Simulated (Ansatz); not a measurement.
## CaPd$_{5}$: how the axes shrink under pressure

CaPd$_{5}$, P6/mmm, a = 5.299 Å, c = 4.417 Å. The structure is a COD entry; whether it is the stable form wasn't checked. Ansatz: r2SCAN, PAW, 500 eV, Γ-centred 12×12×8 mesh on 6 atoms, Gaussian smearing 0.10 eV; no spin polarisation. Cell and atoms are relaxed at each pressure, and no other structure is tried, so the rows at high pressure may lie past a change of phase. y = 100 ln(c/c0) with c0 = 4.4175 Å, so nearly a change in per cent. The pressures are the targets, met within 0.04 GPa.

```tsv
P (GPa)	y	100 ln(a/a0)
-1.0	?	?
0.0	0.00	0.00
1.0	-0.20	-0.28
4.0	-0.70	-1.12
12.0	-1.91	-2.88
```

Question: Fit y = c1 P + c2 P² to the other rows, give the linear compressibility along c, and predict the missing y.

Answer: Least squares on the rows shown. y = −0.1851 P + 0.002168 P². The linear compressibility along c is −c1/100 = 1.85 per TPa, against 2.98 along a from the same fit to the last column (its missing entry is 0.30): the crystal is softer along a at low pressure. The runs next to zero pressure give 2.01 and 2.91, so a parabola over the whole range misstates the start. At P = -1.0 the fit asked for gives 0.19. The run gave 0.20, so the fit is 0.01 too low, within the rms miss on the fitted rows (0.01).